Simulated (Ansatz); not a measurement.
**Cd₂HgSe₃: rattling a relaxed structure**

The cell was found from a structure generator's guess, not taken from experiment.

Method: Ansatz 0.2.0, DFT PBE, scalar-relativistic, plane waves, PAW. Settings: cutoff 420 eV, Γ-centred mesh 12×12×4 on the computed 6-atom cell, Gaussian smearing of 0.10 eV; no spin polarisation.

The cell below (6 atoms, space group P3m1 (No. 156)) is relaxed within its symmetry.

```
Cd Hg Se
1.0
     4.39897    0.00000    0.00000
    -2.19949    3.80962    0.00000
     0.00000    0.00000   10.75757
Cd Hg Se
2 1 3
Direct
  0.00000 0.00000 0.00148
  0.66667 0.33333 0.33303
  0.33333 0.66667 0.66613
  0.66667 0.33333 0.08312
  0.33333 0.66667 0.41445
  0.00000 0.00000 0.75179
```

For the test a repeat of it with 12 atoms (edges 4.40, 4.40, 21.52 Å) was strained at random (σ = 1.5 % a component), the atoms were moved at random (σ = 0.10 Å), and all was relaxed again on a coarse 6×6×1 mesh (in the run’s order of axes) with 0.20 eV smearing, with no symmetry imposed.

Spin–orbit coupling, which can matter for Hg, is left out.

Task: What happens?

Result: It returns, within 1 meV/atom of the unmoved cell on that mesh and with the same symmetry when read at 0.1 Å (P1 at 0.01 Å, so small strains and shifts remain). No instability shows in this cell; modes of other wave vectors, which need another repeat, aren't tested.
